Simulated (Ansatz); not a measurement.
## MnGa₄: pressure against volume

MnGa₄, Im-3m, a = 5.546 Å. The structure is a Materials Project entry; whether it is the stable form wasn't checked. Ansatz: r2SCAN, PAW, 500 eV, Γ-centred 10×10×10 mesh on 5 atoms, Gaussian smearing 0.10 eV; collinear spin, largest moment 1.1 μB. Symmetry fixes shape and atoms, so the cell is only scaled; pressure is positive in compression.

| V (Å³/atom) | P (GPa) |
| --- | --- |
| 16.037 | 7.14 |
| 16.549 | 3.29 |
| 17.061 | 0.04 |
| 17.573 | ? |
| 18.084 | -5.01 |

**Question.** Take V0 = 17.061 Å³/atom, count pressures from its P0 = 0.04 GPa, fit the third-order Birch–Murnaghan form to the other rows, and predict the missing pressure.

**Answer.** With the Eulerian strain f = ½[(V0/V)^(2/3) − 1] and y = (P − P0)/[3f(1 + 2f)^(5/2)], the form is the line y = B0 + 1.5 B0 (B0′ − 4) f. Rows (f, y): 0.02106, 101.4; 0.01026, 100.4; -0.01904, 97.4. Means f = 0.004093, y = 99.733; Σ(Δf)² = 0.0008610, ΣΔfΔy = 0.08637; the slope is their ratio. y = 99.32 + 100.3 f GPa, so B0 = 99.3 GPa and B0′ = 4 + 2 × (100.3)/(3 × 99.32) = 4.67. At V = 17.573, f = -0.00976, y = 98.34 and P = -2.70 GPa. The run gave -2.70 GPa, the same to the digits shown. Note that the largest moment runs from 1.01 to 1.29 μB along the series.

The largest moment runs from 1.01 to 1.29 μB along the series, so B0 and B0′ hold the change of the moment too.

The state reached may not be the lowest one. Only parallel moments were tried here.